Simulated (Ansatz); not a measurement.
Si:
```xyz
4
Lattice="-3.3022 3.3022 1.9078 3.3022 -3.3022 1.9078 3.3022 3.3022 -1.9078" Properties=species:S:1:pos:R:3 pbc="T T T"
Si     1.1809     1.1809     0.0000
Si     2.1213     2.1213     1.9078
Si     2.1213    -2.1213     1.9078
Si    -2.1213     2.1213     1.9078
```

Relaxed with LDA.

Task: List the phonon frequencies at the special points (DFPT on a 3×3×3 q-mesh, Fourier-interpolated; LDA (plane waves, PAW; program Ansatz)).

Result: In cm⁻¹.

```
q                                       frequencies
--  -----------------------------------------------
Γ         0 0 0 135 197 398 398 405 416 497 497 538
X   120 122 123 161 228 270 399 425 483 492 493 501
M      62 93 93 181 296 296 407 408 470 494 494 524
Z   138 179 179 185 287 287 341 401 476 476 485 492
Z0  138 179 179 185 287 287 341 401 476 476 485 492
P     96 96 141 142 369 379 379 411 416 464 464 496
N    97 135 163 186 319 332 377 411 425 469 473 496
```

Space group I4/mmm. The workflow started from a Materials Project entry (that database holds measured and hypothetical structures alike); the Crystallography Open Database copy checked does not list it. It is not the phase usual at ambient conditions (space group No. 227). The cell was relaxed with LDA under the symmetry of its start; phonons on a q-mesh show no instability.

Potentials: the later of the program's two PAW sets.
